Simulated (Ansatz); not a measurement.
Relaxed-ion elastic tensor of AlNi3 in space group Fm-3m (No. 225; Al on 4b, Ni on 8c, Ni on 4a) in GPa (Voigt order), plane-wave PAW PBEsol (Ansatz code); density 7.69 g/cm³, 10.96 Å³ per atom.

```
183  210  210  0.0  0.0  0.0
210  183  210  0.0  0.0  0.0
210  210  183  0.0  0.0  0.0
0.0  0.0  0.0  153  0.0  0.0
0.0  0.0  0.0  0.0  153  0.0
0.0  0.0  0.0  0.0  0.0  153
```

Problem. Is the crystal mechanically stable?

Solution. No: the smallest eigenvalue of C is -26.6 GPa.

The workflow started from a Materials Project entry (that database holds measured and hypothetical structures alike); the Crystallography Open Database copy checked does not list it. With Al and Ni taken as one species the cell has the higher symmetry Im-3m, so it may be an ordered model of a mixed-site phase. It is not the phase usual at ambient conditions (space group No. 221). Symmetry was held in the PBEsol relaxation. At this level the phase is mechanically unstable. No spin polarisation was allowed. As this level gives no gap, shear constants depend on the k-mesh and smearing (Fermi–Dirac, 0.1 eV here).

Potentials: the later of the program's two PAW sets.
